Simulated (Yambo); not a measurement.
Yambo run on Rb2PtH6 (space group Fm-3m, No. 225). The wavefunctions come from this Quantum ESPRESSO step (LDA, PseudoDojo standard norm-conserving files, scalar-relativistic):

```
&CONTROL
  calculation = 'nscf'
  pseudo_dir = './pseudo'
  outdir = './out'
/
&SYSTEM
  ibrav = 0
  nat = 9
  ntyp = 3
  ecutwfc = 84.0
  ecutrho = 336.0
  occupations = 'fixed'
  force_symmorphic = .true.
  nbnd = 280
/
&ELECTRONS
  conv_thr = 9.000000000000001e-09
  diago_full_acc = .true.
  diago_thr_init = 1e-08
/
ATOMIC_SPECIES
H 1.0080 H.upf
Rb 85.4678 Rb.upf
Pt 195.0840 Pt.upf
CELL_PARAMETERS angstrom
  0.000000000000   4.260795000000   4.260795000000
  4.260795000000   0.000000000000   4.260795000000
  4.260795000000   4.260795000000   0.000000000000
ATOMIC_POSITIONS crystal
H   0.807310000000   0.807310000000   0.192690000000
H   0.192690000000   0.192690000000   0.807310000000
H   0.192690000000   0.807310000000   0.807310000000
H   0.807310000000   0.192690000000   0.192690000000
H   0.807310000000   0.192690000000   0.807310000000
H   0.192690000000   0.807310000000   0.192690000000
Rb   0.750000000000   0.750000000000   0.750000000000
Rb   0.250000000000   0.250000000000   0.250000000000
Pt   0.000000000000   0.000000000000   0.000000000000
K_POINTS automatic
2 2 2 0 0 0
```

Yambo input:

```
rim_cut
gw0
dyson
el_el_corr
HF_and_locXC
ppa
em1d
RandQpts= 1000000
RandGvec= 1 Ry
EXXRLvcs= 84 Ry
VXCRLvcs= 336 Ry
Chimod= "HARTREE"
% BndsRnXp
 5 | 278 |
%
NGsBlkXp= 8 Ry
% LongDrXp
 1.0 | 1.0 | 1.0 |
%
PPAPntXp= 27.2114 eV
% GbndRnge
 1 | 278 |
%
GTermKind= "BG"
DysSolver= "n"
ExtendOut
% QPkrange
 1 | 1 | 21 | 22 |
 2 | 2 | 21 | 22 |
 3 | 3 | 21 | 22 |
%
```

k points by index: 1 = Γ, 2 = L, 3 = X.

Resulting energies as the program prints them:

```
#    K-point    Band    Eo [eV]    E [eV]    E-Eo [eV]    Vxc [eV]    Vnlxc [eV]    Sc|Eo [eV]    Sc|E [eV]    dSc/dw|Eo [eV]    Re(Z)    Im(Z)
#
    1    21    -0.311630    -1.867309    -1.555679    -11.11531    -14.45678    1.451542    1.785788    -5.846133    0.823151    -0.001248
    1    22    4.549081    5.434180    0.885099    -7.278018    -3.215057    -3.040029    -3.177862    -4.237021    0.865270    -0.998945E-3
    2    21    -0.050483    -1.607775    -1.557293    -11.49994    -14.84177    1.449623    1.784534    -5.851693    0.823012    -0.001283
    2    22    5.325053    6.494933    1.169879    -11.31940    -7.151096    -2.784388    -2.998429    -4.977731    0.845355    -0.002021
    3    21    0.000000    -1.573600    -1.573600    -11.61179    -14.96991    1.447095    1.784515    -5.834450    0.823442    -0.001274
    3    22    3.783721    4.706211    0.922490    -9.493099    -5.856908    -2.559961    -2.713701    -4.534528    0.857160    -0.001073
```
(The two width columns are left out.) Convergence of these settings isn't established.

Spin-orbit coupling is not included.

Geometry of the Materials Project entry, not relaxed at this level.

The structure is a Materials Project entry; no match was found in the copy of COD used, and its stability was not checked.
